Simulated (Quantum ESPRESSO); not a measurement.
GaAlMgO4, convergence and cost over cutoff and k mesh

Computed values, not a measurement. The program is pw.x of Quantum ESPRESSO 7.5 (plane-wave density functional theory). The cell is made up: 7 atoms on a zincblende/diamond lattice with one site empty, with randomly drawn elements, strain and displacements, not relaxed. PseudoDojo standard norm-conserving files (v0.5 for PBE, v0.4.1 for LDA and PBEsol) set the functional; there is no spin polarisation, spin-orbit coupling or dispersion term, and the masses in the input are unused placeholders.

Input of the run in row 4:

```
&control calculation='scf', pseudo_dir='./dojo.nc.sr.pbe.v0_5.standard.upf', outdir='./o', disk_io='medium', tprnfor=.true., tstress=.true. /
&system ibrav=0, nat=7, ntyp=4, nbnd=31, ecutwfc=84.00895049, nosym=.true., tot_charge=0,
 occupations='smearing', smearing='fd', degauss=0.0018374661
/
&electrons conv_thr=7.350e-09, electron_maxstep=60, /
ATOMIC_SPECIES
Al 1.0 Al.upf
Ga 1.0 Ga.upf
Mg 1.0 Mg.upf
O 1.0 O.upf
CELL_PARAMETERS angstrom
4.5257 0.0169 -0.0273
0.0169 4.5684 0.0232
-0.0273 0.0232 4.5101
ATOMIC_POSITIONS angstrom
Ga -0.0532 -0.0124 -0.0141
Al 0.0726 2.2412 2.3263
Mg 2.1737 2.3096 0.0246
O 1.1735 1.1789 1.2087
O 1.1737 3.4251 3.3848
O 3.3619 1.1416 3.3643
O 3.3563 3.3658 1.1564
K_POINTS automatic
4 4 4 1 1 1
```

The same cell was run at these settings. Meshes are shifted by half a step, and differences are from the last row, which is itself not exact.

```
cutoff (eV)     k mesh  k points solved  threshold (eV)  free energy less the last row's (eV)  pressure (GPa)  largest stress difference (GPa)  largest force difference (eV/Å)  iterations  wall time (s)  k-point pools              processor
        800  2 x 2 x 2                4           1e-04                                 2.123          -43.28                            30.77                            0.050           8             14              1  AMD EPYC, Zen 5 class
       1143  1 x 1 x 1                1           1e-07                                 1.392          -11.65                             2.16                            0.357          12             18              1  AMD EPYC, Zen 5 class
        718  4 x 4 x 4               32           1e-07                                 7.310          -96.47                            83.88                            0.126          12             78              1  AMD EPYC, Zen 5 class
       1143  4 x 4 x 4               32           1e-07                                 0.002          -12.74                             0.03                            0.006          12            149              1  AMD EPYC, Zen 5 class
       1437  6 x 6 x 6              108           1e-07                                 0.000          -12.71                             0.00                            0.000          12            738              1  AMD EPYC, Zen 5 class
```

Each pool is one process. Wall times include start-up and a band step at six k points, which weighs most on the coarsest meshes. The runs were on shared virtual cores whose load varied, so times are rough.